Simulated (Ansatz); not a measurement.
This run works on a proposed trial structure, not on a known crystal.

Input and command of a plane-wave DFT calculation in Ansatz:

```yaml
crystal:
  lattice:
    - [5.6204621281, 0.0, 0.0]
    - [-2.810231064, 4.8674629839, 0.0]
    - [0.0, 0.0, 5.1801832807]
  atoms:
    - { symbol: Hf, position: [0.3439050538, 0.3439050538, 0.7367732859] }
    - { symbol: Hf, position: [0.6560949462, 0.6560949462, 0.2632267141] }
    - { symbol: Hf, position: [0.3439050538, 0.0, 0.2632267141] }
    - { symbol: Hf, position: [0.0, 0.6560949462, 0.7367732859] }
    - { symbol: Hf, position: [0.0, 0.3439050538, 0.2632267141] }
    - { symbol: Hf, position: [0.6560949462, 0.0, 0.7367732859] }
    - { symbol: F, position: [0.0, 0.0, 0.0] }
basis:
  ecutwfc: 500
kpoints:
  mp_grid: { grid: [6, 6, 6] }
  band_path:
    path:
      - [[0.0, 0.0, 0.0], [0.5, 0.0, 0.0], [0.33333333, 0.33333333, 0.0], [0.0, 0.0, 0.0], [0.0, 0.0, 0.5], [0.5, 0.0, 0.5], [0.33333333, 0.33333333, 0.5], [0.0, 0.0, 0.5]]
      - [[0.5, 0.0, 0.5], [0.5, 0.0, 0.0]]
      - [[0.33333333, 0.33333333, 0.5], [0.33333333, 0.33333333, 0.0], [0.33333333, 0.33333333, -0.5]]
    npoints: 14
hamiltonian:
  xc: r2scan
scf:
  occupations: { method: gaussian, width: 0.1 }
  n_extra_bands: 17
output:
  forces: true
  stress: true
  eigenvalues: true
  populations: true
  dos: { projected: true, de: 0.02, nscf_kmesh: { grid: [8, 8, 8] } }
  bader: true
  write_density: true
  write_potential: true
  elf: true
  volumetric_format: npy
```

```bash
ansatz run input.yaml --threads 1 --pin off --max-ram 2560MiB --backend cpu --events-out ev --progress --plain --runs-dir out
```

Processor: Intel(R) Xeon(R) 6975P-C (Granite Rapids), 1 thread, on a host shared with other jobs.

Q: How long does it run, and how much memory does it take?

A: About 2.7 min, peak memory 1.7 GiB. It solves 99 bands at 34 k points (after reduction by symmetry) with about 3577 plane waves, in 9 SCF iterations.
